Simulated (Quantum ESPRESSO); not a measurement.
## Calculated data, Al₂ZnClF₇ (made-up cell, one site empty), AlSiAsO₆ (made-up cell)

Computed with Quantum ESPRESSO 7.5. Calculation on a made-up crystal cell, not a measurement, run twice, once with a planted mistake found by running each candidate: periodic Kohn-Sham density functional theory in plane waves with PseudoDojo standard norm-conserving scalar-relativistic pseudopotentials, each functional with its own files (v0.5 for PBE, v0.4.1 for LDA and PBEsol), no spin polarisation, no spin-orbit coupling, atoms not relaxed, stress positive in tension, energies less a fixed whole-eV offset for each atom's element; levels are Kohn-Sham levels at fractions of this cell's reciprocal vectors, counted from the reference band (half the neutral cell's valence electrons, rounded up) at Gamma; error bars cover cutoff and k-mesh only, not smearing or the files; each bar is the largest change over components, and at least 0.002 eV, 0.002 eV per angstrom or 0.02 GPa; a charged cell sits in a uniform background, with energy and stress on this program's zero of potential; no dispersion term; energies are for the whole cell, and the offsets were chosen from early runs and are not element reference energies; a distance is the largest change of any value in units of its error bar (the energy's for the smearing term), a scale change is of lengths, and a coarse mesh keeps the half-step shift.

Common to all runs: intended functional pbe; intended cutoff 1143 eV; intended fermi dirac smearing 0.025 eV; intended scf tolerance 1e-07 eV; intended electrons removed 0; healthy scf iterations 11; healthy smearing term minus ts 0 eV; faulty smearing term minus ts 0 eV; candidate electrons removed 1; intended k mesh 5 x 5 x 4, shifted by half a step; structure shown as intended, without the mistake.

(1) 
```cif
# cell vector a (Å): 4.8825 0.0000 0.0000
# cell vector b (Å): 0.0000 4.8825 0.0000
# cell vector c (Å): 0.0000 0.0000 6.4912
data_Al2ZnClF7
_symmetry_space_group_name_H-M 'P 1'
_symmetry_Int_Tables_number 1
_cell_length_a 4.8825
_cell_length_b 4.8825
_cell_length_c 6.4912
_cell_angle_alpha 90.000
_cell_angle_beta 90.000
_cell_angle_gamma 90.000
_cell_volume 154.74
loop_
_atom_site_label
_atom_site_type_symbol
_atom_site_fract_x
_atom_site_fract_y
_atom_site_fract_z
_atom_site_occupancy
Al1 Al 0.00471 0.01466 0.99908 1
Al2 Al 0.98286 0.00944 0.51567 1
Zn1 Zn 0.50321 0.51019 0.74969 1
F1 F 0.30448 0.30855 0.98946 1
F2 F 0.70114 0.69161 0.99063 1
F3 F 0.80604 0.19068 0.24948 1
F4 F 0.19554 0.82366 0.25743 1
Cl1 Cl 0.29821 0.31455 0.51457 1
F5 F 0.71414 0.67853 0.52331 1
F6 F 0.80123 0.18439 0.75704 1
F7 F 0.20840 0.80264 0.74487 1
_calc_lattice_type 'rutile, doubled along c'
_calc_empty_site 2
_calc_healthy_free_energy_less_offsets 34.99  # eV
_calc_healthy_pressure -9.71  # GPa
_calc_healthy_stress_xx 7.85  # GPa
_calc_healthy_stress_yy 8.16  # GPa
_calc_healthy_stress_zz 13.12  # GPa
_calc_healthy_stress_yz -1.92  # GPa
_calc_healthy_stress_xz -1.66  # GPa
_calc_healthy_stress_xy 2.32  # GPa
_calc_healthy_reference_band 41
_calc_faulty_free_energy_less_offsets 37.994  # eV
_calc_faulty_scf_iterations 11
_calc_faulty_pressure -35.63  # GPa
_calc_faulty_stress_xx 33.87  # GPa
_calc_faulty_stress_yy 34.14  # GPa
_calc_faulty_stress_zz 38.9  # GPa
_calc_faulty_stress_yz -1.89  # GPa
_calc_faulty_stress_xz -1.65  # GPa
_calc_faulty_stress_xy 2.35  # GPa
_calc_faulty_reference_band 41
_calc_candidate_k_points_along_each_vector 1
_calc_candidate_cutoff 799  # eV
_calc_candidate_smearing 0.69  # eV
_calc_candidate_functional 'pbesol'
_calc_candidate_scf_tolerance 0.04  # eV
_calc_candidate_scale_change 0.89  # percent
_calc_candidate_first_exchanged_site 9
_calc_candidate_second_exchanged_site 12
_calc_fault_kind 'low cutoff'
_calc_other_mistakes_compared 7
_calc_distance_from_healthy 1301  # error bars
_calc_distance_from_nearest_other_mistake 1224  # error bars
_calc_healthy_error_bar_energy 0.002877  # eV
_calc_healthy_error_bar_stress 0.02  # GPa
_calc_healthy_error_bar_force 0.002  # eV/angstrom
_calc_healthy_error_bar_next_band_up 0.002  # eV
```

Atoms:
| atoms element | atom site | atom energy offset (eV) |
| --- | --- | --- |
| Al | 1 | -64 |
| Al | 3 | -64 |
| Zn | 4 | -5687 |
| F | 5 | -677 |
| F | 6 | -677 |
| F | 7 | -677 |
| F | 8 | -677 |
| Cl | 9 | -449 |
| F | 10 | -677 |
| F | 11 | -677 |
| F | 12 | -677 |

Healthy forces:
| site | x (eV/Å) | y (eV/Å) | z (eV/Å) |
| --- | --- | --- | --- |
| 1 | 0.276 | -0.127 | 2.28 |
| 3 | -1.115 | -2.22 | -1.984 |
| 4 | 1.188 | 1.064 | 2.904 |
| 5 | -2.038 | -1.994 | -0.172 |
| 6 | 1.67 | 1.711 | -0.653 |
| 7 | 1.497 | -1.669 | -0.157 |
| 8 | -1.866 | 1.493 | -0.465 |
| 9 | -1.065 | -1.145 | -2.662 |
| 10 | 2.042 | 2.522 | 0.009 |
| 11 | 1.573 | -1.693 | 0.288 |
| 12 | -2.161 | 2.058 | 0.613 |

Healthy levels:
| level k point | next band up (eV) |
| --- | --- |
| Gamma | 3.376 |
| (1/2,1/2,1/2) | 5.269 |
| (0.15,0,0) | 3.622 |
| (0,0.15,0) | 3.623 |
| (0,0,0.15) | 3.532 |

Faulty forces:
| site | x (eV/Å) | y (eV/Å) | z (eV/Å) |
| --- | --- | --- | --- |
| 1 | 0.276 | -0.131 | 2.279 |
| 3 | -1.115 | -2.223 | -1.986 |
| 4 | 1.194 | 0.994 | 2.934 |
| 5 | -2.048 | -2.005 | -0.178 |
| 6 | 1.687 | 1.723 | -0.649 |
| 7 | 1.5 | -1.674 | -0.16 |
| 8 | -1.879 | 1.505 | -0.473 |
| 9 | -1.061 | -1.142 | -2.662 |
| 10 | 2.074 | 2.547 | -0.023 |
| 11 | 1.547 | -1.67 | 0.29 |
| 12 | -2.176 | 2.076 | 0.628 |

Faulty levels:
| level k point | next band up (eV) |
| --- | --- |
| Gamma | 3.383 |
| (1/2,1/2,1/2) | 5.287 |
| (0.15,0,0) | 3.631 |
| (0,0.15,0) | 3.633 |
| (0,0,0.15) | 3.54 |

Candidate mistake: coarse kmesh, low cutoff, wide smearing, wrong functional, loose scf, wrong charge, cell scaled, atoms exchanged

(2) 
```cif
# cell vector a (Å): 4.9874 0.0000 0.0000
# cell vector b (Å): -2.4937 4.3192 0.0000
# cell vector c (Å): 0.0000 0.0000 5.4742
data_AlSiAsO6
_symmetry_space_group_name_H-M 'P 1'
_symmetry_Int_Tables_number 1
_cell_length_a 4.9874
_cell_length_b 4.9874
_cell_length_c 5.4742
_cell_angle_alpha 90.000
_cell_angle_beta 90.000
_cell_angle_gamma 120.000
_cell_volume 117.92
loop_
_atom_site_label
_atom_site_type_symbol
_atom_site_fract_x
_atom_site_fract_y
_atom_site_fract_z
_atom_site_occupancy
Si1 Si 0.48753 0.00773 0.66629 1
As1 As 0.99181 0.46520 0.32871 1
Al1 Al 0.52923 0.52771 0.00186 1
O1 O 0.40119 0.27144 0.79699 1
O2 O 0.74076 0.16112 0.46062 1
O3 O 0.84949 0.59180 0.11607 1
O4 O 0.29863 0.43966 0.21497 1
O5 O 0.16110 0.73303 0.54841 1
O6 O 0.59186 0.86467 0.87898 1
_calc_lattice_type 'quartz'
_calc_healthy_free_energy_less_offsets 9.655  # eV
_calc_healthy_pressure 21.87  # GPa
_calc_healthy_stress_xx -18.27  # GPa
_calc_healthy_stress_yy -20.26  # GPa
_calc_healthy_stress_zz -27.08  # GPa
_calc_healthy_stress_yz 5.04  # GPa
_calc_healthy_stress_xz 2.93  # GPa
_calc_healthy_stress_xy -9.41  # GPa
_calc_healthy_reference_band 29
_calc_faulty_free_energy_less_offsets 9.681  # eV
_calc_faulty_scf_iterations 4
_calc_faulty_pressure 24.08  # GPa
_calc_faulty_stress_xx -21.32  # GPa
_calc_faulty_stress_yy -21.81  # GPa
_calc_faulty_stress_zz -29.11  # GPa
_calc_faulty_stress_yz 5.08  # GPa
_calc_faulty_stress_xz 2.92  # GPa
_calc_faulty_stress_xy -9.24  # GPa
_calc_faulty_reference_band 29
_calc_candidate_k_points_along_each_vector 2
_calc_candidate_cutoff 685  # eV
_calc_candidate_smearing 0.63  # eV
_calc_candidate_functional 'lda'
_calc_candidate_scf_tolerance 0.6  # eV
_calc_candidate_scale_change -1.28  # percent
_calc_candidate_first_exchanged_site 1
_calc_candidate_second_exchanged_site 3
_calc_fault_kind ?
```

Atoms:
| atoms element | atom site | atom energy offset (eV) |
| --- | --- | --- |
| Si | 1 | -115 |
| As | 2 | -2887 |
| Al | 3 | -64 |
| O | 4 | -452 |
| O | 5 | -452 |
| O | 6 | -452 |
| O | 7 | -452 |
| O | 8 | -452 |
| O | 9 | -452 |

Healthy forces:
| site | x (eV/Å) | y (eV/Å) | z (eV/Å) |
| --- | --- | --- | --- |
| 1 | -3.784 | 0.728 | 4.78 |
| 2 | 4.048 | 4.28 | -2.912 |
| 3 | -0.153 | 3.371 | -4.384 |
| 4 | 2.251 | -5.943 | -5.959 |
| 5 | -0.018 | -3.331 | -0.057 |
| 6 | 4.928 | 1.125 | 1.988 |
| 7 | -6.432 | -2.567 | 6.959 |
| 8 | -0.632 | 0.63 | 0.431 |
| 9 | -0.208 | 1.707 | -0.846 |

Healthy levels:
| level k point | next band up (eV) |
| --- | --- |
| Gamma | 3.699 |
| (1/2,1/2,1/2) | 4.686 |
| (0.15,0,0) | 3.974 |
| (0,0.15,0) | 3.934 |
| (0,0,0.15) | 3.858 |

Faulty forces:
| site | x (eV/Å) | y (eV/Å) | z (eV/Å) |
| --- | --- | --- | --- |
| 1 | -3.745 | 0.621 | 4.664 |
| 2 | 4.106 | 4.51 | -3.322 |
| 3 | -0.164 | 3.289 | -4.315 |
| 4 | 2.284 | -5.754 | -5.503 |
| 5 | -0.092 | -3.291 | 0.143 |
| 6 | 4.682 | 1.085 | 1.874 |
| 7 | -6.2 | -2.548 | 6.708 |
| 8 | -0.559 | 0.639 | 0.508 |
| 9 | -0.313 | 1.449 | -0.757 |

Faulty levels:
| level k point | next band up (eV) |
| --- | --- |
| Gamma | 3.454 |
| (1/2,1/2,1/2) | 4.429 |
| (0.15,0,0) | 3.73 |
| (0,0.15,0) | 3.687 |
| (0,0,0.15) | 3.613 |

Candidate mistake: coarse kmesh, low cutoff, wide smearing, wrong functional, loose scf, wrong charge, cell scaled, atoms exchanged

To be estimated
1. What fault kind does the calculation give for AlSiAsO₆ (made-up cell) (entry 2)?

## Answers
1. loose scf

Further results for AlSiAsO₆ (made-up cell) (entry 2):

| Quantity | Value |
| --- | --- |
| other mistakes compared | 7 |
| distance from healthy | 227.9 error bars |
| distance from nearest other mistake | 215 error bars |
| healthy error bar energy | 0.003752 eV |
| healthy error bar stress | 0.02 GPa |
| healthy error bar force | 0.002 eV/Å |
| healthy error bar next band up | 0.002 eV |
